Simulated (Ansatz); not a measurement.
Relax this structure to zero stress and force, keeping its symmetry:

```yaml
crystal:
  lattice:
    - [3.38000, 0.00000, 0.00000]
    - [0.00000, 3.77500, 0.00000]
    - [0.00000, 0.00000, 8.42500]
  atoms:
    - { symbol: V, position: [0.50000, 0.50000, 0.10400] }
    - { symbol: V, position: [0.00000, 0.00000, 0.89600] }
    - { symbol: Br, position: [0.00000, 0.50000, 0.32800] }
    - { symbol: Br, position: [0.50000, 0.00000, 0.67200] }
    - { symbol: O, position: [0.00000, 0.50000, 0.96300] }
    - { symbol: O, position: [0.50000, 0.00000, 0.03700] }
```

All numbers below come from Ansatz 0.2.0, DFT PBEsol, scalar-relativistic, plane waves, PAW.

Plane waves to 420 eV, a k mesh through Γ of 10×10×4 on the computed 6-atom cell and Gaussian smearing (0.10 eV); collinear spin from starting moments 1.66 1.66 0 0 0 0 μB.

**Question.** What does it relax to?

**Answer.** The volume increases by 0.09 Å³/atom to 18.01 Å³/atom, and the energy falls by 11.1 meV/atom. The cell ends with a moment of 4.00 μB (only this magnetic start was tried). Final structure:
```
CELL_PARAMETERS angstrom
3.36364 0.00000 0.00000
0.00000 3.83546 0.00000
0.00000 0.00000 8.37382
ATOMIC_POSITIONS crystal
V 0.50000 0.50000 0.09358
V 0.00000 0.00000 0.90642
Br 0.00000 0.50000 0.31268
Br 0.50000 0.00000 0.68732
O 0.00000 0.50000 0.94865
O 0.50000 0.00000 0.05135
```

Course of the relaxation (steps run on the plane waves of an earlier cell, and the basis is chosen afresh near the end, so energy and pressure can step there; trial steps that raised the energy were taken back; energies are free energies):

```tsv
step	E − E_final (meV/atom)	largest force component (eV/Å)	P (GPa)	V (Å³/atom)
1	11.1	0.441	-2.38	17.92
2	6.9	0.247	0.10	18.16
3	4.9	0.162	-0.04	17.99
4	3.7	0.105	-0.16	17.89
5	1.7	0.139	-0.49	17.85
6	28.6	0.758	-2.57	17.76
7	0.3	0.011	0.50	17.82
8	0.2	0.028	0.18	17.94
9	0.2	0.006	-0.03	18.00
10	0.2	0.002	-0.01	18.01
11	0.0	0.002	0.01	18.01
12	0.0	0.003	0.01	18.01
13	0.0	0.003	0.01	18.01
```

Moments started parallel, and an antiferromagnetic order may lie lower. The cell holds layers, and where no dispersion correction was added their binding is poorly described.

Cost: 1 run of about 16 core-minutes, on Arm Neoverse V1 (shared hosts).